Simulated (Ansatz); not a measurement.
Below is a relaxed structure of Au4S. The cell was found from a structure generator's guess, not taken from experiment.

Method: DFT PBE, scalar-relativistic, plane waves, PAW in Ansatz. Cutoff 420 eV, Γ-centred mesh, Gaussian smearing, no spin polarisation.

```cif
data_structure
_symmetry_space_group_name_H-M 'P 1'
_symmetry_Int_Tables_number 1
_cell_length_a 4.6892
_cell_length_b 4.6892
_cell_length_c 4.6892
_cell_angle_alpha 90.000
_cell_angle_beta 90.000
_cell_angle_gamma 90.000
_cell_volume 103.11
loop_
_atom_site_label
_atom_site_type_symbol
_atom_site_fract_x
_atom_site_fract_y
_atom_site_fract_z
_atom_site_occupancy
S1 S 0.00000 0.00000 0.00000 1
Au1 Au 0.29097 0.29097 0.29097 1
Au2 Au 0.70903 0.70903 0.29097 1
Au3 Au 0.70903 0.29097 0.70903 1
Au4 Au 0.29097 0.70903 0.70903 1
```

Energies over the elements count from the elements' standard structures at the same level, with no fitted energy shifts.

**Question.** What space group does it have?

**Answer.** P-43m (No. 215). Conventional cell: a = 4.689 Å. S is surrounded by 4 Au at 2.36 Å; Au has 1 S at 2.36 Å and 3 Au at 2.77 Å.

**Question.** How far does it lie from the elements in energy?

**Answer.** +0.041 eV/atom. The separate elements lie lower, so it is unstable against them.

**Question.** Is it a metal?

**Answer.** No, the gap on the 8×8×8 mesh is 0.32 eV.

**Question.** From what recipe could a structure generator have reached it?

**Answer.** One such recipe: ordered vacancies on the anion sites of cuprite (P-43m, No. 215). Other recipes can lead to the same cell.

The last run used an 8×8×8 mesh for its 5-atom cell and Gaussian smearing of 0.02 eV. Spin–orbit coupling, which can matter for Au, is left out. Kohn–Sham gaps at this level usually fall short of measured ones. The reference form of S is held partly by dispersion forces, which this level lacks. Small gaps are read on the mesh alone, and bands can cross between its points. A later test with randomly moved atoms came back to the same energy, though modes that don't fit the test's cell weren't probed.
